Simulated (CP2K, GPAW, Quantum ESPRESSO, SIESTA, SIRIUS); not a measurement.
## Ga3Se: 5 runs at one level of theory

```
CELL_PARAMETERS angstrom
4.43246 0.00000 0.00000
0.00000 4.43246 0.00000
0.00000 0.00000 4.43246
ATOMIC_POSITIONS crystal
Se 0.00000 0.00000 0.00000
Ga 0.50000 0.50000 0.00000
Ga 0.50000 0.00000 0.50000
Ga 0.00000 0.50000 0.50000
```

The cell comes from a database or a generator and needn't be the stable form of this composition.

Alike in all runs: task single point; functional PBE; k mesh 6 × 6 × 6; occupations fermi-dirac, width 0.05 eV; no spin polarisation; no spin-orbit coupling. Pressure is positive in compression and, in plane waves, holds the error of the finite cutoff.

```
                                                                                   program and potentials  plane-wave cutoff (eV)                                                     notes  band gap (eV)  pressure (GPa)
                                                                Quantum ESPRESSO, SSSP 1.3 efficiency PBE                     952                11.25 valence electrons an atom on average         no gap           -0.67
                                              SIRIUS, PseudoDojo 0.4.1 PBE standard (scalar relativistic)                    1177                13.75 valence electrons an atom on average         no gap           -0.58
                                                               GPAW, GPAW PAW data sets (gpaw-data 1.2.1)                     600                 3.75 valence electrons an atom on average         no gap           -0.85
SIESTA, files PseudoDojo sr-pbe-0.4.1-standard, DZP (energy shift 0.003 Ry; two zetas on semicore shells)                       -  atomic basis; 13.75 valence electrons an atom on average         no gap            0.47
                             CP2K, POTENTIAL_UZH Se GTH-PBE-q6, Ga GTH-PBE-q13; TZVP-MOLOPT-PBE-GTH basis                       -  atomic basis; 11.25 valence electrons an atom on average         no gap           -0.04
```

None finds a gap. The pressure spans -0.85 (GPAW, GPAW PAW data sets (gpaw-data 1.2.1)) to 0.47 GPa (SIESTA, files PseudoDojo sr-pbe-0.4.1-standard, DZP (energy shift 0.003 Ry; two zetas on semicore shells)). Rows in atomic bases carry the error of their basis and grid, which can be large.

Differences between rows come from potentials, basis sets and numerical settings, since the functional is the same but for its coding. Runs on potential files found faulty are left out.
